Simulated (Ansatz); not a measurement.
A relaxed structure of YN. Level of theory: r2SCAN (plane waves to 500 eV, PAW, scalar-relativistic; Ansatz, a program for electronic structure).

```
CELL_PARAMETERS angstrom
      0.00000     2.44774     2.44774
      2.44774     0.00000     2.44774
      2.44774     2.44774     0.00000
ATOMIC_POSITIONS crystal
  N  0.00000 0.00000 0.00000
  Y  0.50000 0.50000 0.50000
```

Question: Determine the symmetry and give the standard cell with its independent sites.

Answer: Space group Fm-3m (No. 225); a = 4.895 Å, b = 4.895 Å, c = 4.895 Å, α = 90.00°, β = 90.00°, γ = 90.00°

| atom | site | symmetry | x | y | z |
|---|---|---|---|---|---|
| N | 4a | m-3m | 0.0000 | 0.0000 | 0.0000 |
| Y | 4b | m-3m | 0.5000 | 0.5000 | 0.5000 |

This is the rock salt type.

Question: Give the shortest distances between elements (the closest pairs, up to four, under 3.6 Å).

Answer: N–Y 2.45 Å; N–N 3.46 Å; Y–Y 3.46 Å.

The volume per atom is 14.67 Å³, the density is 5.83 g/cm³ and the band gap is 0.58 eV, indirect (valence top at Γ, conduction bottom at k = (0, -0.5, -0.5)) (no spin-orbit coupling). The smallest direct gap comes out as 0.98 eV at k = (0, -0.5, -0.5).

No spin polarisation in the result.

Measured for YN: a 4.877 Å (as listed in G. Soto, M.G. Moreno-Armenta, A. Reyes-Serrato, Computational Materials Science (2007)). Computed minus measured — a: r2SCAN +0.4 %. The computed values are for a static lattice.

The run could not lose the symmetry of its start; a randomly shaken copy of 2 atoms returns to this structure.

All atoms sit on sites fixed by symmetry, so only the cell could relax.
